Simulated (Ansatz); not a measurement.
Consider the following.

LiTaO3:
```
LiTaO3
1.0
    2.56981     1.48368     4.59082
   -2.56981     1.48368     4.59082
    0.00000    -2.96736     4.59082
Li Ta O
2 2 6
Direct
  0.71708   0.71708   0.71708
  0.21708   0.21708   0.21708
  0.00021   0.00021   0.00021
  0.50021   0.50021   0.50021
  0.63488   0.88231   0.27442
  0.88231   0.27442   0.63488
  0.27442   0.63488   0.88231
  0.13488   0.77442   0.38231
  0.38231   0.13488   0.77442
  0.77442   0.38231   0.13488
```

This is the PBEsol-relaxed structure. x, y and z are the axes in which the lattice vectors are written.

Problem. All from DFT-PBEsol in the program Ansatz with PAW potentials, unless another level is named. Predict the Poisson's ratio.

Solution. 0.22.

Problem. What about the elastic constants (relaxed ions, GPa)?

Solution. C11 = 231, C12 = 51.1, C13 = 82.4, C14 = -9.2, C33 = 271, C44 = 92.4.

Space group R3c. Symmetry was held in the PBEsol relaxation. The run is not spin-polarised. Scalar-relativistic: spin–orbit coupling is off unless named, which matters more the heavier the elements.

Potentials: the later of the program's two PAW sets.
